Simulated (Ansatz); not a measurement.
TiCl3:
```
CELL_PARAMETERS angstrom
      6.01606     0.00000     0.00000
     -3.00803     5.21006     0.00000
      0.00000     0.00000     5.52235
ATOMIC_POSITIONS crystal
  Cl 0.31899 0.00000 0.25000
  Cl 0.31899 0.31899 0.75000
  Cl 0.00000 0.31899 0.25000
  Cl 0.68101 0.00000 0.75000
  Cl 0.68101 0.68101 0.25000
  Cl 0.00000 0.68101 0.75000
  Ti 0.00000 0.00000 0.00000
  Ti 0.00000 0.00000 0.50000
```

Relaxed with LDA.

Give the Bader charges and basin volumes of the independent atoms, the program Ansatz at the LDA level (PAW).



| atom | Bader charge (e) | Bader volume (Å³) |
|---|---|---|
| Cl1 | -0.55 | 25.9 |
| Ti7 | +1.65 | 9.0 |

Space group P6_3/mcm. The workflow started from an entry of the Crystallography Open Database (COD), which files this formula under 6 space groups. Whether it is the stable phase at ambient conditions was not checked. Symmetry was held in the LDA relaxation; its stability against distortions is not shown here. No spin polarisation was allowed. A crystal of weakly bound chains computed without a dispersion correction: the cell and the soft elastic constants depend strongly on that.

Potentials: the later of the program's two PAW sets.
